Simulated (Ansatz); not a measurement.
Ansatz (a program for electronic structure) input:

Ansatz 0.2 input:
```yaml
crystal:
  lattice:
    - [3.9774617801, 0.0, 0.0]
    - [0.0, 3.9774617801, 0.0]
    - [0.0, 0.0, 3.9774617801]
  atoms:
    - { symbol: Ga, position: [0.0, 0.0, 0.0] }
    - { symbol: Ru, position: [0.0, 0.5, 0.5] }
    - { symbol: Ru, position: [0.5, 0.0, 0.5] }
    - { symbol: Ru, position: [0.5, 0.5, 0.0] }
    - { symbol: C, position: [0.5, 0.5, 0.5] }
kpoints:
  mp_grid: { grid: [10, 10, 10] }
hamiltonian:
  xc: pbesol
  pseudopotentials: { kind: paw }
scf:
  occupations: { method: fermi_dirac, width: 0.1 }
phonons:
  method: dfpt
  response_accuracy: low
  eigenvectors: true
  rigid_motions: translations
```

Output (shortened):

```
Pseudopotential: Ga, paw, valence charge 13
Pseudopotential: Ru, paw, valence charge 16
Pseudopotential: C, paw, valence charge 4
Functional definition: PBEsol
Crystal: 5 atoms, lattice volume = 62.924 Å³
Basis set: ecut = 420 eV, 1237 PW (Γ), exchange–correlation on 54×54×54 points (8 copies of the dense FFT grid, shifted against one another)
Bands: 39, of which v1, the nominal top of the filled ones, is band 33 counted from 1 (32 counted from 0)
Symmetry: 48 space group operations
k-points: 216 of 1000 (irreducible under 8 space group operations)
SCF iter   1: F=—  HF=-21439.207235 eV  |F-HF|=—  |Δ(HF+E_count)|=         —  Δρ=8.14e-3  dr2=2.50e-2  ethr=1.77e-3  ⟨swp⟩=5.2  Hψ=29603  notcnv=0
preconditioner: auto → Kerker (q_TF=auto, 2.743 Å⁻¹)
SCF iter   2: F=—  HF=-21439.202981 eV  |F-HF|=—  |Δ(HF+E_count)|=   4.25e-3  Δρ=3.99e-3  dr2=5.58e-3  ethr=3.85e-5  ⟨swp⟩=2.8  Hψ=17243  notcnv=0
SCF iter   3: F=—  HF=-21439.201806 eV  |F-HF|=—  |Δ(HF+E_count)|=   1.18e-3  Δρ=8.21e-4  dr2=1.76e-4  ethr=8.58e-6  ⟨swp⟩=2.0  Hψ=12347  notcnv=0
SCF iter   4: F=—  HF=-21439.201724 eV  |F-HF|=—  |Δ(HF+E_count)|=   8.21e-5  Δρ=3.30e-4  dr2=3.01e-5  ethr=2.71e-7  ⟨swp⟩=2.0  Hψ=11409  notcnv=0
SCF iter   5: F=—  HF=-21439.201723 eV  |F-HF|=—  |Δ(HF+E_count)|=   1.09e-6  Δρ=8.37e-5  dr2=2.06e-6  ethr=4.64e-8  ⟨swp⟩=2.0  Hψ=10801  notcnv=0
SCF iter   6: F=—  HF=-21439.201724 eV  |F-HF|=—  |Δ(HF+E_count)|=   8.82e-7  Δρ=2.02e-5  dr2=1.85e-7  ethr=3.18e-9  ⟨swp⟩=2.4  Hψ=12975  notcnv=0
SCF iter   7: F=—  HF=-21439.201724 eV  |F-HF|=—  |Δ(HF+E_count)|=   9.75e-9  Δρ=3.15e-6  dr2=4.04e-9  ethr=2.85e-10  ⟨swp⟩=2.6  Hψ=14709  notcnv=0
SCF iter   8: F=—  HF=-21439.201724 eV  |F-HF|=—  |Δ(HF+E_count)|=  2.04e-10  Δρ=5.93e-7  dr2=1.55e-10  ethr=6.21e-12  ⟨swp⟩=2.1  Hψ=12335  notcnv=0
SCF iter   9: F=-21439.201724 eV  HF=-21439.201724 eV  |F-HF|=0.00e0  |Δ(HF+E_count)|=  1.82e-11  Δρ=1.22e-7  dr2=4.86e-12  ethr=1.00e-12  ⟨swp⟩=5.0  Hψ=42264  notcnv=0
SCF 1 converged in 9 iterations: F = -21439.201724 eV  dr2 = 4.86e-12
DFPT response loops at Γ: preconditioner auto → Kerker (q_TF=auto, 2.743 Å⁻¹) (partly filled bands, converged f_vac=0.000) …
SCF converged after 9 iterations
Free energy (F): -21439.201724 eV
Harris-Foulkes:  -21439.201724 eV  (|F-HF|=0.00e0)
Internal energy: -21439.056828 eV  (E = F + TS)
E sigma→0 (E₀):  -21439.129276 eV
Entropy (-TS):   -0.144895 eV (-28.979 meV/atom)
Fermi energy:    19.130536 eV
--- Per-component energies (eV) ---
  E_band       = -230.717364
  E_kinetic    = 1754.756622
  E_local      = -5864.417381  (includes V_loc(G=0)·N_el)
  E_nonlocal   = 1494.068915
  E_hartree    = 2155.687040
  E_xc         = -685.471880
  E_vxc        = -834.748119  (∫ρ·V_xc dr)
  E_paw        = -12247.511842  (= ΣΔE_a)
  E_vpaw       = -1091.750863  (= ΣTr[D̂ρ^β])
  E_aug_tail   = -0.000635  (compensation charges beyond the density's cutoff)
  E_ewald      = -8047.811633
  E_core_change = 1.643966  (= ΣΔE_core)
  E_smearing   = -0.144895  (= −TS)
  E_closure    = 0.000000  (closes the sum)
  Σ components = -21439.201724   (vs F -21439.201724, Δ=0.00e0)
  [band-id]    e_kinetic+e_local+e_nonlocal+2·e_hartree+e_vxc+e_vpaw+e_augmentation_tail = -230.717381   (vs E_band -230.717364, Δ=-1.69e-5)
--- Band table (eV; the first three rows and the last of 216) ---
  k-point 0: bands = ["-53.5045", "-53.3965", "-53.3965", "-23.9967", "-23.9967", "-23.9967", "-23.2822", "-23.2822", "-23.2822", "-23.2656", "-23.2656", "-23.2656", "4.5279", "4.5279", "4.5375", "4.5375", "4.5375", "4.7594", "10.1933", "14.3824", "14.3824", …
  k-point 1: bands = ["-53.5022", "-53.3988", "-53.3964", "-23.9927", "-23.9927", "-23.9896", "-23.2844", "-23.2844", "-23.2829", "-23.2745", "-23.2677", "-23.2677", "4.5296", "4.5319", "4.5379", "4.5393", "4.5393", "4.8467", "10.2846", "14.3806", "14.3806", …
  k-point 2: bands = ["-53.4955", "-53.4056", "-53.3964", "-23.9820", "-23.9820", "-23.9701", "-23.2988", "-23.2927", "-23.2927", "-23.2846", "-23.2709", "-23.2709", "4.5341", "4.5391", "4.5422", "4.5440", "4.5440", "5.0916", "10.5461", "14.3824", "14.3824", …
  k-point 215: bands = ["-53.4323", "-53.4323", "-53.4323", "-24.3899", "-23.6604", "-23.6604", "-23.5265", "-23.5265", "-23.5265", "-23.1251", "-23.1251", "-23.1251", "4.5250", "4.5250", "4.5250", "4.5843", "4.5843", "8.8015", "10.8519", "10.8519", …
--- Phonons (Γ-DFPT): 4 representative perturbations + reference, on 216 of 1000 k-points (Σ response iterations 12) ---
  ASR residual: 1.300e-3 → 0.000e0 eV/Å²; symmetrization residual: 2.089e-5 eV/Å²
  ASR residual per site (eV/Å²): 8.73e-5 1.30e-3 1.30e-3 1.30e-3 4.60e-5
  Γ frequencies (cm⁻¹): -42.43 -42.43 -42.43 0.00 0.00 0.00 125.48 125.48 125.48 171.68 171.68 171.68 564.44 564.44 564.44
  non-analytic LO–TO correction: not included (Born effective charges unavailable; polar crystals: no LO–TO splitting at Γ)
```

Cost: about 2.3 core-minutes (a rough figure) on shared cores.

Space group Pm-3m (anti-perovskite). The start of the workflow was typed in or built on a structure type; neither database checked (COD, Materials Project) lists it. Its standing as an ambient phase is unchecked. The PBEsol relaxation kept the symmetry of its start; phonons show weakly imaginary modes. The run is not spin-polarised. As this level gives no gap, phonon frequencies hold no LO–TO term and depend on the k-mesh and smearing (Fermi–Dirac, 0.1 eV here). Scalar-relativistic: spin–orbit coupling is off unless named, which matters more the heavier the elements.

Potentials: the later of the program's two PAW sets.

Ansatz is a plane-wave DFT program.
